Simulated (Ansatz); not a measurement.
**SiC: a fit and a missing row**

SiC, F-43m, a = 4.356 Å. The compound has several low-lying forms, and this is one of them. Ansatz: r2SCAN, PAW, 500 eV, Γ-centred 10×10×10 mesh on 2 atoms, Gaussian smearing 0.02 eV; no spin polarisation. Symmetry fixes shape and atoms, so the cell is only scaled; pressure is positive in compression.

| V (Å³/atom) | P (GPa) |
| --- | --- |
| 9.094 | 37.09 |
| 9.404 | 25.68 |
| 9.714 | 15.84 |
| 10.024 | 7.34 |
| 10.334 | 0.00 |
| 10.644 | -6.35 |
| 10.954 | -11.82 |
| 11.368 | ? |

Question: Take V0 = 10.334 Å³/atom, fit the third-order Birch–Murnaghan form to the other rows, and predict the missing pressure.

Answer: With the Eulerian strain f = ½[(V0/V)^(2/3) − 1] and y = P/[3f(1 + 2f)^(5/2)], the form is the line y = B0 + 1.5 B0 (B0′ − 4) f. Rows (f, y): 0.04448, 224.6; 0.03244, 225.5; 0.02106, 226.1; 0.01026, 226.7; -0.00976, 227.8; -0.01905, 227.9. Means f = 0.01324, y = 226.43; Σ(Δf)² = 0.002986, ΣΔfΔy = -0.1574; the slope is their ratio. y = 227.1 − 52.70 f GPa, so B0 = 227.1 GPa and B0′ = 4 + 2 × (-52.70)/(3 × 227.1) = 3.85. At V = 11.368, f = -0.03080, y = 228.72 and P = -18.03 GPa. The run gave -17.97 GPa, so the fit is 0.06 GPa too low, a small miss on the scale of the series. The form still works here, 22 % of the fitted range beyond its end.